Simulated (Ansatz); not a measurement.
Space group P6_3/mcm (No. 193). a = 5.065 Å, b = 5.065 Å, c = 4.846 Å, α = 90.00°, β = 90.00°, γ = 120.00°
```
atom site symmetry x y z
  Ti    6g m2m  0.0000  0.6708  0.7500
   O    2b      -3.m  0.0000  0.0000  0.5000
```

Equation of state of this Ti₃O structure (not necessarily the ground state), with shape and atoms relaxed at each volume where symmetry leaves them free. It has no gap at any of these volumes. The calculation used DFT PBEsol, scalar-relativistic, plane waves, PAW (Ansatz 0.2.0).

Plane waves to 420 eV, a k mesh through Γ of 12×12×8 on the computed 8-atom cell and Gaussian smearing (0.10 eV); no spin polarisation.

```
V (Å³/atom) E − E(largest V) (meV/atom) P (GPa)
     11.845                        59.42    25.12
     12.249                         6.19    17.36
     12.653                       -28.89    10.68
     13.056                       -48.37     4.94
     13.460                       -54.41     0.00
     13.864                       -48.91    -4.24
     14.268                       -33.50    -7.87
     14.806                         0.00   -11.90
```

Q: Fit a third-order Birch–Murnaghan equation to E(V).

A: V0 = 13.46 Å³/atom, B0 = 152 GPa, B0' = 4.0.

Spin polarisation was left out, and a magnetic state may lie lower.

Cost: 8 runs of about 20 core-minutes in all, on Intel Xeon Platinum 8488C (Sapphire Rapids) (shared hosts).